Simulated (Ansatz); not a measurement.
Geometry optimisation in Ansatz: input, command and trajectory.

```yaml
crystal:
  lattice:
    - [3.6047343864, 0.0, 0.0]
    - [0.0, 3.6047343864, 0.0]
    - [0.0, 0.0, 3.6047343864]
  atoms:
    - { symbol: Ti, position: [0.0, 0.0, 0.0], spin: -0.43 }
    - { symbol: Co, position: [0.0, 0.5, 0.5], spin: 1.22 }
    - { symbol: Co, position: [0.5, 0.0, 0.5], spin: 1.22 }
    - { symbol: Co, position: [0.5, 0.5, 0.0], spin: 1.22 }
basis:
  ecutwfc: 420
kpoints:
  mp_grid: { grid: [12, 12, 12] }
hamiltonian:
  xc: lda
scf:
  occupations: { method: gaussian, width: 0.1 }
output:
  forces: true
  stress: true
  eigenvalues: true
  populations: true
magnetization:
  spin_polarized: true
relax:
  adjacent_minimum: "off"
  f_tol: 0.005
  max_steps: 50
  cell: { stress_tol: 0.05 }
```

```bash
ansatz run input.yaml --threads 1 --pin off --max-ram 2560MiB --backend cpu --events-out ev --progress --plain --runs-dir out
```

These are results of Ansatz, DFT LDA, scalar-relativistic, plane waves, PAW, not measurements.

Of 8 frames 7 are shown, positions in Å and forces in eV/Å; the SCF threshold varies from step to step. Steps run on the plane waves of an earlier cell, with a Pulay correction in the pressure. The basis is chosen afresh for the last frame, the zero of the energies, and at times for earlier ones too; energy and pressure step there, also at an unchanged geometry.

```xyz
4
Lattice="3.6047 0.0000 0.0000 0.0000 3.6047 0.0000 0.0000 0.0000 3.6047" Properties=species:S:1:pos:R:3:forces:R:3 pbc="T T T" step=1 free_energy_over_end_meV_per_atom=74.66 pressure_GPa=-16.97
Ti    0.0000    0.0000    0.0000    0.0000    0.0000    0.0000
Co    0.0000    1.8024    1.8024    0.0000    0.0000    0.0000
Co    1.8024    0.0000    1.8024    0.0000    0.0000    0.0000
Co    1.8024    1.8024    0.0000    0.0000    0.0000    0.0000
4
Lattice="3.5351 0.0000 0.0000 0.0000 3.5351 0.0000 0.0000 0.0000 3.5351" Properties=species:S:1:pos:R:3:forces:R:3 pbc="T T T" step=2 free_energy_over_end_meV_per_atom=11.79 pressure_GPa=-9.03
Ti    0.0000    0.0000    0.0000    0.0000    0.0000    0.0000
Co    0.0000    1.7676    1.7676    0.0000    0.0000    0.0000
Co    1.7676    0.0000    1.7676    0.0000    0.0000    0.0000
Co    1.7676    1.7676    0.0000    0.0000    0.0000    0.0000
4
Lattice="3.4621 0.0000 0.0000 0.0000 3.4621 0.0000 0.0000 0.0000 3.4621" Properties=species:S:1:pos:R:3:forces:R:3 pbc="T T T" step=3 free_energy_over_end_meV_per_atom=4.02 pressure_GPa=6.79
Ti    0.0000    0.0000    0.0000    0.0000    0.0000    0.0000
Co    0.0000    1.7311    1.7311    0.0000    0.0000    0.0000
Co    1.7311    0.0000    1.7311    0.0000    0.0000    0.0000
Co    1.7311    1.7311    0.0000    0.0000    0.0000    0.0000
4
Lattice="3.4927 0.0000 0.0000 0.0000 3.4927 0.0000 0.0000 0.0000 3.4927" Properties=species:S:1:pos:R:3:forces:R:3 pbc="T T T" step=4 free_energy_over_end_meV_per_atom=-0.86 pressure_GPa=-0.47
Ti    0.0000    0.0000    0.0000    0.0000    0.0000    0.0000
Co    0.0000    1.7463    1.7463    0.0000    0.0000    0.0000
Co    1.7463    0.0000    1.7463    0.0000    0.0000    0.0000
Co    1.7463    1.7463    0.0000    0.0000    0.0000    0.0000
4
Lattice="3.4906 0.0000 0.0000 0.0000 3.4906 0.0000 0.0000 0.0000 3.4906" Properties=species:S:1:pos:R:3:forces:R:3 pbc="T T T" step=5 free_energy_over_end_meV_per_atom=-0.92 pressure_GPa=0.01
Ti    0.0000    0.0000    0.0000    0.0000    0.0000    0.0000
Co    0.0000    1.7453    1.7453    0.0000    0.0000    0.0000
Co    1.7453    0.0000    1.7453    0.0000    0.0000    0.0000
Co    1.7453    1.7453    0.0000    0.0000    0.0000    0.0000
4
Lattice="3.4906 0.0000 0.0000 0.0000 3.4906 0.0000 0.0000 0.0000 3.4906" Properties=species:S:1:pos:R:3:forces:R:3 pbc="T T T" step=6 free_energy_over_end_meV_per_atom=0.00 pressure_GPa=-0.18
Ti    0.0000    0.0000    0.0000    0.0000    0.0000    0.0000
Co    0.0000    1.7453    1.7453    0.0000    0.0000    0.0000
Co    1.7453    0.0000    1.7453    0.0000    0.0000    0.0000
Co    1.7453    1.7453    0.0000    0.0000    0.0000    0.0000
4
Lattice="3.4898 0.0000 0.0000 0.0000 3.4898 0.0000 0.0000 0.0000 3.4898" Properties=species:S:1:pos:R:3:forces:R:3 pbc="T T T" step=8 free_energy_over_end_meV_per_atom=0.00 pressure_GPa=0.00
Ti    0.0000    0.0000    0.0000    0.0000    0.0000    0.0000
Co    0.0000    1.7449    1.7449    0.0000    0.0000    0.0000
Co    1.7449    0.0000    1.7449    0.0000    0.0000    0.0000
Co    1.7449    1.7449    0.0000    0.0000    0.0000    0.0000
```

It took 3.6 min on 1 thread of AMD EPYC 7R43 64-Core Processor (Zen 3), on a shared host, peak memory 0.6 GiB.